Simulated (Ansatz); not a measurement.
Relaxed-ion elastic tensor of MoW (CsCl type, Pm-3m) in GPa (Voigt order), plane-wave PAW r²SCAN (Ansatz code); density 14.72 g/cm³, 15.79 Å³ per atom.

```
526  180  180  0.0  0.0  0.0
180  526  180  0.0  0.0  0.0
180  180  526  0.0  0.0  0.0
0.0  0.0  0.0  128  0.0  0.0
0.0  0.0  0.0  0.0  128  0.0
0.0  0.0  0.0  0.0  0.0  128
```

Is the crystal mechanically stable?

Yes: the smallest eigenvalue of C is 128 GPa.

Work out the Voigt, Reuss and Hill averages.

K_V = 295, K_R = 295, K_H = 295; G_V = 146, G_R = 143, G_H = 144 GPa.

Give Young's modulus, Poisson's ratio, Pugh's ratio and the universal anisotropy index.

E = 9KG/(3K + G) = 372 GPa; ν = 0.29; K/G = 2.05 (ductile by the Pugh limit of 1.75); A_U = 5G_V/G_R + K_V/K_R − 6 = 0.11.

Estimate the sound speeds and the Debye temperature.

v_l = √((K + 4G/3)/ρ) = 5760 m/s, v_t = √(G/ρ) = 3130 m/s, mean 3490 m/s; Θ = (h/k)(3n/4πV)^(1/3) v_m = 415 K.

Give the Zener ratio and Young's modulus along [100], [110] and [111].

A = 2C44/(C11 − C12) = 0.74; 1/E = S11 − 2(S11 − S12 − S44/2)Γ with Γ = 0, 1/4, 1/3 gives 435, 355, 335 GPa.

The start of the workflow was typed in or built on a structure type; neither database checked (COD, Materials Project) lists it. Its standing as an ambient phase is unchecked. The cell was relaxed with r²SCAN under the symmetry of its start; its stability against distortions is not shown here. No spin polarisation was allowed. As this level gives no gap, shear constants depend on the k-mesh and smearing (Fermi–Dirac, 0.1 eV here). Scalar-relativistic: spin–orbit coupling is off unless named, which matters more the heavier the elements.

Potentials: the earlier of the program's two PAW sets.
